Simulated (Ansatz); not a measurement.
One crystal and one scan (frozen-phonon scan) at two levels, PBE (plane waves to 420 eV, PAW, scalar-relativistic; Ansatz, an electronic-structure program) and LDA (plane waves to 420 eV, PAW, scalar-relativistic; Ansatz), each from its own relaxed cell and on its own mesh. The cell shown is that of PBE.

Starting cell, PtSb2 (space group Pa-3):

```
CELL_PARAMETERS angstrom
      6.55329     0.00000     0.00000
      0.00000     6.55329     0.00000
      0.00000     0.00000     6.55329
ATOMIC_POSITIONS crystal
  Sb 0.37490 0.12510 0.87490
  Sb 0.62510 0.87490 0.12510
  Sb 0.12510 0.87490 0.37490
  Sb 0.87490 0.12510 0.62510
  Sb 0.87490 0.37490 0.12510
  Sb 0.12510 0.62510 0.87490
  Sb 0.62510 0.62510 0.62510
  Sb 0.37490 0.37490 0.37490
  Pt 0.00000 0.50000 0.50000
  Pt 0.50000 0.50000 0.00000
  Pt 0.50000 0.00000 0.50000
  Pt 0.00000 0.00000 0.00000
```

A phonon eigenvector at Γ is frozen into this cell: atom i moves by Q times the vector below, so Q is the largest atomic displacement, in Å. The cell is held. It is one choice among 3 degenerate patterns.

```csv
atom,x,y,z
Sb1,-0.544,-0.525,-0.655
Sb2,0.544,0.525,0.655
Sb3,0.544,0.525,-0.655
Sb4,-0.544,-0.525,0.655
Sb5,0.544,-0.525,-0.655
Sb6,-0.544,0.525,0.655
Sb7,-0.544,0.525,-0.655
Sb8,0.544,-0.525,0.655
```

Atoms not listed stay in place.

PtSb2 is run without spin polarisation. PtSb2 was relaxed with its symmetry unable to fall. Spin-orbit coupling is left out, though Pt and Sb are heavy. With partly filled bands, energies and forces of such displacements shift with the k mesh and the smearing. Percentages come from the unrounded values. Both scans cover Q from -0.180 to 0.180 Å.

| quantity | PBE | LDA | PBE − LDA |
|---|---|---|---|
| Lattice constant a (Å) | 6.553 | 6.422 | +0.131 (+2.0 %) |
| Energy at Q = 0.180 Å (meV/cell) | 1678 | 1925 | -247 (-13 %) |
| Harmonic wavenumber from the curvature (finite differences) (cm⁻¹ (negative: imaginary)) | 171 | 183 | -12 (-7 %) |

PBE gives the higher value for: lattice constant a. PBE gives the lower value for: energy at Q = 0.180 Å; harmonic wavenumber from the curvature. (PBE) At this level the bands of PtSb2 touch or barely overlap; measurements give the solid a gap. (LDA) At this level the bands of PtSb2 touch or barely overlap; measurements give the solid a gap. Both give the same space group of the distorted cell: P2_1/c (No. 14), lowered from Pa-3.

ΔE (meV/cell), each from the undisplaced structure of its own level:

| Q (Å) | PBE | LDA |
|---|---|---|
| -0.180 | 1678 | 1925 |
| -0.150 | 1169 | 1342 |
| -0.120 | 750 | 862 |
| -0.090 | 422 | 486 |
| -0.060 | 188 | 216 |
| -0.030 | 47 | 54 |
| 0.000 | 0 | 0 |
| 0.030 | 47 | 54 |
| 0.060 | 188 | 216 |
| 0.090 | 422 | 486 |
| 0.120 | 750 | 862 |
| 0.150 | 1169 | 1342 |
| 0.180 | 1678 | 1925 |

(For displaced atoms, the force is minus the slope of the energy, and its curvature is a force constant, which sets phonon frequencies.)
